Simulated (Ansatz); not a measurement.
In₂Au (fluorite or antifluorite type, Fm-3m), PBE (plane waves, PAW; program Ansatz), all energies at zero smearing, with the estimated change up to a 700 eV cutoff added, with one set of potentials and settings (totals compare only within such a set). Cell of 3 atoms (2 In, 1 Au): -24347.775 eV.

```
element              reference phase  E (eV/atom)
-------  ---------------------------  -----------
In       I4/mmm, 1 atoms in the cell   -5597.9156
Au        Fm-3m, 1 atoms in the cell  -13151.2107
```

Formation energy per atom, worked out: (-24347.775 − 2×(-5597.9156) − 1×(-13151.2107))/3 = -0.244 eV/atom (-24 kJ per mol of atoms), at 0 K, without zero-point energy or fitted corrections.

The workflow started from a Materials Project entry (that database holds measured and hypothetical structures alike); the Crystallography Open Database files this formula in space group No. 225, but the cells were not matched. Its standing as an ambient phase is unchecked. The PBE relaxation kept the symmetry of its start; its stability against distortions is not shown here. The references are the lowest solids computed at this level, not always the standard phases. Scalar-relativistic: spin–orbit coupling is off unless named, which matters more the heavier the elements.

Potentials: the earlier of the program's two PAW sets.
